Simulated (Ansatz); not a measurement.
Sb:
```
CELL_PARAMETERS angstrom
     -3.28983     3.28983     3.28983
      3.28983    -3.28983     3.28983
      3.28983     3.28983    -3.28983
ATOMIC_POSITIONS crystal
  Sb 0.69312 0.00000 0.00000
  Sb 0.00000 0.69312 0.00000
  Sb 0.00000 0.00000 0.69312
  Sb 0.30688 0.30688 0.30688
```

Relaxed with LDA. Special points in fractions of this cell's reciprocal vectors: Γ (0.000, 0.000, 0.000); H (0.500, -0.500, 0.500); N (0.000, 0.000, 0.500); P (0.250, 0.250, 0.250).

Problem. List the band energies nearest the valence-band maximum at these points for plane-wave PAW LDA (Ansatz code).

Solution. In eV from the valence-band maximum; about four levels below and three above (degenerate sets whole), none deeper than 8.9 eV; points with the same levels are listed once.

```
k                          below           above
-  -----------------------------  --------------
Γ    -2.86 -2.86 -2.86 0.00 0.00  0.20 0.20 0.20
H        -1.74 -0.51 -0.51 -0.51  1.80 1.80 1.80
N        -1.36 -0.73 -0.26 -0.25  0.82 1.59 2.57
P  -1.95 -1.95 -1.95 -0.63 -0.63  2.17 2.17 2.17
```

Space group I-43m. The start of the workflow was typed in or built on a structure type; neither database checked (COD, Materials Project) lists it. It is not the phase usual at ambient conditions (space group No. 166). Symmetry was held in the LDA relaxation; whether a distortion lowers the energy is not shown. A crystal of weakly bound molecules computed without a dispersion correction: the cell and the soft elastic constants depend strongly on that. Scalar-relativistic: spin–orbit coupling is off unless named, which matters more the heavier the elements.

Potentials: the earlier of the program's two PAW sets. The files were generated under PBE; for other functionals the program regenerates the frozen cores, and for LDA and PBEsol the local potential too.
